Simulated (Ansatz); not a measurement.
Ag:
Space group R-3m, hexagonal axes (No. 166); a = b = 2.8153 Å, c = 21.0021 Å, α = β = 90.00°, γ = 120.00°

| atom | site | symmetry | x | y | z |
|---|---|---|---|---|---|
| Ag | 3a | -3m | 0.0000 | 0.0000 | 0.0000 |
| Ag | 6c | 3m | 0.0000 | 0.0000 | 0.2223 |
(The calculation used a cell of 3 atoms; values per cell refer to that cell.)

Relaxed at zero pressure with the program Ansatz at the LDA level (PAW).

**Question.** The volume is lowered by 6 % and shape and atoms relax at that volume. What pressure results, and how do the axes share the change?

**Answer.** 10.2 GPa; a -2.0 %, b -2.0 %, c -2.2 %; the energy rises by 29 meV/atom.

**Question.** Give the new structure.

**Answer.** 
Space group R-3m, hexagonal axes (No. 166); a = 2.7600 Å, b = 2.7600 Å, c = 20.5403 Å, α = 90.00°, β = 90.00°, γ = 120.00°

```tsv
atom	site	symmetry	x	y	z
Ag	3a	-3m	0.0000	0.0000	0.0000
Ag	6c	3m	0.0000	0.0000	0.2223
```

The phase is kept; no other phase was compared at this pressure.

The workflow started from a Materials Project entry (that database holds measured and hypothetical structures alike); the Crystallography Open Database copy checked does not list it. It is not the phase usual at ambient conditions (space group No. 225). Symmetry was held in the LDA relaxation; its stability against distortions is not shown here. The run is not spin-polarised. Axis ratios of metals converge slowly with the k-mesh, so a and c are less sure than the volume.

Potentials: the later of the program's two PAW sets.
